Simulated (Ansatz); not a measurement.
Ag3Sb:
```
Ag3Sb
1.0
    3.17769     0.00000     0.00000
    0.00000     4.63443     0.00000
    0.00000     0.00000     4.94827
Sb Ag
1 3
Cartesian
  0.00000   0.00000   4.90250
  1.58884   0.00000   2.44696
  0.00000   2.31721   3.16448
  1.58884   2.31721   0.78474
```

Relaxed with LDA. Special points in fractions of this cell's reciprocal vectors: Γ (0.000, 0.000, 0.000); X (0.500, 0.000, 0.000); S (0.500, 0.500, 0.000); Y (0.000, 0.500, 0.000); Z (0.000, 0.000, 0.500); U (0.500, 0.000, 0.500); R (0.500, 0.500, 0.500); T (0.000, 0.500, 0.500).

Problem. List the band energies nearest the Fermi level at these points for plane-wave PAW LDA (Ansatz code).

Solution. In eV from the Fermi level; about four levels below and three above (degenerate sets whole), none deeper than 8.9 eV; points with the same levels are listed once.

```tsv
k	below	above
Γ	-3.36 -3.04 -2.73 -1.77	0.69 2.77 4.61
X	-3.89 -3.78 -3.77 -3.11	0.51 1.03 1.44
S	-3.67 -2.61 -1.74 -1.37	1.49 2.68 3.40
Y	-3.80 -3.35 -2.86 -0.38	0.13 2.97 3.87
Z	-4.25 -3.39 -0.78 -0.28	1.40 2.41 3.87
U	-3.55 -2.91 -1.96 -1.17	1.42 2.51 3.99
R	-3.52 -2.31 -2.18 -0.39	1.36 1.48 2.31
T	-4.05 -4.05 -3.48 -3.34	4.58 5.91 6.72
```

Space group Pmm2. The workflow started from an entry of the Crystallography Open Database (COD), which files this formula under 2 space groups. Whether it is the stable phase at ambient conditions was not checked. The cell was relaxed with LDA under the symmetry of its start; of distortions, only those at the zone centre were tested. No spin polarisation was allowed. Spin–orbit coupling is left out wherever it is not named.

Potentials: the later of the program's two PAW sets.
